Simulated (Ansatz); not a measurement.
# Computed properties of BeS

BeS:
```cif
data_Be2S2
_chemical_formula_sum 'Be2 S2'
_space_group_name_H-M_alt 'P63mc'
_space_group_IT_number 186
_space_group_name_Hall 'P 6c -2c'
_cell_length_a 3.42346
_cell_length_b 3.42346
_cell_length_c 5.63990
_cell_angle_alpha 90.000
_cell_angle_beta 90.000
_cell_angle_gamma 120.000
loop_
_atom_site_label
_atom_site_type_symbol
_atom_site_symmetry_multiplicity
_atom_site_Wyckoff_symbol
_atom_site_fract_x
_atom_site_fract_y
_atom_site_fract_z
_atom_site_occupancy
Be1 Be 2 b 0.33333 0.66667 0.49966 1
S1 S 2 b 0.33333 0.66667 0.12554 1
```

Space group P6_3mc (No. 186), wurtzite; conventional cell a = b = 3.4235 Å, c = 5.6399 Å, α = β = 90.00°, γ = 120.00°.

Method: plane-wave PAW HSE06 (Ansatz code). The cell and atoms are relaxed at this level. Other levels are named where they apply.

Cell and energy:

Volume per atom: 14.31 Å³
Density: 2.38 g/cm³

Electronic structure:

* **Band gap**: 4.62 eV (indirect)
* **Valence-band maximum**: at Γ
* **Conduction-band minimum**: at K (2 equivalent valleys)
* **Smallest direct gap on the standard path**: 6.25 eV

Mechanics:

- Bulk modulus (Birch–Murnaghan fit) = 98.7 GPa
- Pressure derivative B′ = 3.7

Charges:

Bader charges: Be +1.65, S -1.65 e

A made-up cell: these elements were put on the sites of a structure type; neither database checked (COD, Materials Project) lists it. COD files the formula under space group No. 216. Whether it is the stable phase at ambient conditions was not checked. The HSE06 relaxation kept the symmetry of its start; whether a distortion lowers the energy is not shown. The hybrid was solved on a coarse mesh, the path and, where they were found, the r²SCAN edge points; its band edges are the extreme levels among these.

Potentials: the later of the program's two PAW sets.
